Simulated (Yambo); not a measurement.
A BSE run in Yambo for Rb2NaAlF6 (space group Fm-3m, No. 225) (PBEsol bands; 4×4×4 mesh, 18 valence and 6 conduction bands, static screening with 92 bands and a 3 Ry block, scissor 4.02 eV, Tamm-Dancoff; field along x) gives:

```json
[
 {"state": "1", "energy (eV)": "9.24", "states within 2 meV": "3", "relative strength": "< 0.01", "class": "dark"},
 {"state": "2", "energy (eV)": "9.63", "states within 2 meV": "3", "relative strength": "1.00", "class": "strong"},
 {"state": "3", "energy (eV)": "9.73", "states within 2 meV": "3", "relative strength": "< 0.01", "class": "dark"},
 {"state": "4", "energy (eV)": "10.06", "states within 2 meV": "3", "relative strength": "< 0.01", "class": "dark"},
 {"state": "5", "energy (eV)": "10.38", "states within 2 meV": "4", "relative strength": "0.08", "class": "strong"}
]
```

### Question
What changes when the screening block is changed to 2 Ry?

### Answer
The lowest state goes from 9.237 eV to 9.236 eV, and its distance below the direct gap from 1.435 eV to 1.436 eV. These are vertical excitations (zero momentum). The scissor comes from a G0W0 run whose convergence isn't established.

Geometry of the Materials Project entry, not relaxed at this level; primitive cell a = 5.975 Å, b = 5.975 Å, c = 5.975 Å, α = 60.00°, β = 60.00°, γ = 60.00°.

The structure is a Materials Project entry; no match was found in the copy of COD used, and its stability was not checked.
